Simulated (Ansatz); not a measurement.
**⁶⁵Cu NMR of the central transition in GaCuCCl4O**

Cell: a diffraction structure from the COD, ions relaxed with PBE at fixed cell.

Space group P-1 (No. 2); a = 6.8769, b = 7.0155, c = 8.7594 Å, α = 81.00°, β = 69.45°, γ = 85.73°.

```
site  Wyckoff  site symmetry       x       y       z
  Ga       2i              1  0.2076  0.7575  0.7643
  Cu       2i              1  0.0220  0.7355  0.2215
   C       2i              1  0.2827  0.7758  0.2145
 Cl7       2i              1  0.9213  0.7570  0.9892
 Cl9       2i              1  0.7837  0.9554  0.3869
Cl11       2i              1  0.8450  0.4539  0.3826
Cl13       2i              1  0.4876  0.6917  0.8210
   O       2i              1  0.4397  0.8123  0.2181
```

One atom of each set is listed.

Method: Kohn–Sham DFT in Ansatz, r2SCAN, plane waves and PAW, scalar-relativistic, 500 eV cutoff, Γ-centred 3×3×3 k-points, Fermi–Dirac smearing 0.02 eV.

⁶⁵Cu has I = 3/2 and Q = -204.0 mb (Pyykkö 2018); at 7.05 T its Larmor frequency is ν₀ = 85.3 MHz. Only the quadrupole interaction is simulated: positions count from each site's isotropic chemical shift, and shift anisotropy, dipolar and J coupling are left out.

(1) Give C_Q, η, the quadrupolar product P_Q = |C_Q|(1 + η²/3)^½, the second-order isotropic shift and the breadth of the pattern (static powder) for each Cu site.

Results:

(1) 

| site | first shell | C_Q (MHz) | η | P_Q (MHz) | δ_QIS (ppm) | breadth (kHz) |
| --- | --- | --- | --- | --- | --- | --- |
| Cu | 1 C at 1.81 Å, 3 Cl at 2.35–2.41 Å; also 1 O at 2.95 Å | 22.4 | 0.14 | 22.5 | -1736 | 859 |

δ_QIS = −(ν_Q²/30ν₀²)[I(I+1) − 3/4](1 + η²/3) × 10⁶ ppm with ν_Q = 3|C_Q|/[2I(2I−1)]; it falls as 1/B₀² in ppm, and the breadth as 1/B₀ in kHz.

At Cu V_zz points along its shortest bond, to C (within 2°).

The largest force is 1.0 eV/Å, so the atoms aren't at the calculated equilibrium and relaxing them would move these values. The database entry as given showed forces above 3 eV/Å or a pressure above 30 GPa, though relaxing it moves no atom far.

The run took 82 s of wall time (82 s of CPU time) and 1.7 GiB at its peak, on 1 thread of AMD EPYC 7R32 (Zen 2) (x86_64; 4 cores open to the job, memory cap 3.0 GiB, no GPU), a shared host with a load of 0.4 a core.
